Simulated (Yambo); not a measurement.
Material: LiNbO2 (space group P6_3/mmc, No. 194); a = 2.922 Å, b = 2.922 Å, c = 10.451 Å, α = 90.00°, β = 90.00°, γ = 120.00° (8 atoms in the cell). The geometry is that of Materials Project entry mp-3924, symmetrised and not relaxed again.

With norm-conserving PBEsol (Quantum ESPRESSO, 84 Ry, without SOC), the gap between the mesh's edge points (Γ → Γ) is 1.594 eV.

Q: What does a G0W0 run in Yambo give for it (6×6×1 Γ-centred k mesh, bands 5 to 156 and a 8 Ry block in the screening, 156 bands in G with the Bruneval-Gonze terminator, plasmon pole fitted at 27.2 eV)?

A: The correction is 0.710 eV, giving 2.304 eV, 1.4 times the PBEsol value.  Nearest settings tried, and what they do to the gap: 104 bands in G: +1 meV; 104 bands in W, 104 bands in G: +8 meV; 7 Ry block (179 vectors against 217): -10 meV; 3×3×1 mesh: +121 meV. So the settings aren't converged at that level. Spin-orbit splittings are left out.
